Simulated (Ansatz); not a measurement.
CdI2-type PmSe2

Method: PBE, scalar-relativistic; collinear spin; PAW, 600 eV, Γ-centred 10×10×6 mesh, 0.05 eV Gaussian smearing; code Ansatz; PAW files: Ansatz's generated set soft_2.

```
Pm Se
1.0
     4.29515    0.00000    0.00000
    -2.14757    3.71971    0.00000
     0.00000    0.00000    6.41212
Pm Se
1 2
Direct
  0.00000 0.00000 0.00000
  0.33333 0.66667 0.22890
  0.66667 0.33333 0.77110
```

The cell came from substitution into a structure type; no database entry of this phase was matched, which doesn't show that none exists.

Magnetic state: ferromagnetic, site spin moments Pm 3.99; Se -0.37 μB.

Q: Which orbitals carry the states at the Fermi level, and how many states are there?

A: Within 0.1 eV of it: Pm 4f 76 %, Se 4p 23 % (shares among the projected shells; no valence p shell of Pm is among them). The Fermi level sits on a steep edge: the density of states is 1.3, 1.5 and 9.8 states/eV per cell at −0.1, 0 and +0.1 eV.

Density of states (tetrahedra, averaged over 0.4 eV; states/eV per cell of 3 atoms; energy in eV from the Fermi level; projections on Löwdin-orthogonalised atomic orbitals, summed over sites):

```tsv
E	total	Se 4p	Pm 4f down	Pm 4f up	Pm 5d up	Pm 5d down
-2.85	0.1	0.1	0.0	0.0	0.0	0.0
-2.45	2.3	1.6	0.0	0.0	0.2	0.3
-2.05	3.6	2.6	0.0	0.1	0.3	0.3
-1.65	5.9	4.3	0.0	0.1	0.6	0.6
-1.25	5.3	3.4	0.0	1.0	0.5	0.3
-0.85	9.9	4.4	0.1	4.6	0.3	0.3
-0.45	9.3	3.9	0.2	4.7	0.3	0.1
-0.05	3.7	1.2	0.1	2.3	0.0	0.0
0.35	5.1	1.2	0.0	3.8	0.1	0.0
0.75	1.8	1.1	0.0	0.7	0.1	0.0
1.15	0.4	0.3	0.0	0.1	0.0	0.0
1.55	0.0	0.0	0.0	0.0	0.0	0.0
1.95	4.7	0.0	4.6	0.0	0.0	0.0
2.35	2.8	0.1	2.6	0.0	0.0	0.1
2.75	10.0	0.2	9.6	0.0	0.0	0.1
3.15	0.8	0.1	0.0	0.0	0.5	0.0
3.55	2.6	0.3	0.0	0.0	1.4	0.6
3.95	2.1	0.3	0.1	0.0	0.5	1.1
4.35	1.9	0.3	0.0	0.0	0.8	0.6
4.75	4.3	0.5	0.0	0.0	2.6	0.8
5.15	2.1	0.2	0.0	0.0	0.1	1.5
```

Without a U the open 4f shell is pinned at the Fermi level, an artefact: in the real crystal it splits into occupied and empty levels away from it, and its large orbital moment is missing here. Scalar-relativistic only: spin–orbit splittings of the heavy atoms' levels are missing. Site moments are of spin, integrated over atomic spheres. The structure is built of weakly bound layers, and this functional has no dispersion term, so their spacing and all that hangs on it (volume, the soft elastic constants, low modes, dielectric constants) are poorly given. Only parallel moments were tried, so the real magnetic order may be another.

A lower state of the open shells can't be excluded, and forces and pressures are less sure for it.
